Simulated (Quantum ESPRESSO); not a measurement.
```cif
data_CdS2Zn
_chemical_formula_sum 'S2 Zn1 Cd1'
_space_group_name_H-M_alt 'P 1'
_space_group_IT_number 1
_cell_length_a 3.93567
_cell_length_b 3.93567
_cell_length_c 6.51847
_cell_angle_alpha 90.000
_cell_angle_beta 90.000
_cell_angle_gamma 120.000
loop_
_space_group_symop_operation_xyz
  'x, y, z'
loop_
_atom_site_label
_atom_site_type_symbol
_atom_site_fract_x
_atom_site_fract_y
_atom_site_fract_z
_atom_site_occupancy
S1 S 0.33333 0.66667 0.89199 1
S2 S 0.00000 0.00000 0.35401 1
Zn1 Zn 0.00000 0.00000 0.99906 1
Cd1 Cd 0.33333 0.66667 0.50692 1
```

Cell and atoms were relaxed with PBEsol from Materials Project entry mp-1215475, within its symmetry.

**Question.** What does PBEsol (pw.x of Quantum ESPRESSO, ONCV potentials, scalar-relativistic) give for the electronic structure near the Fermi level?

**Answer.** The PBEsol gap is direct, 1.33 eV at Γ. Spin-orbit splittings are left out.

The structure is a Materials Project entry; no match was found in the copy of COD used, and its stability was not checked.
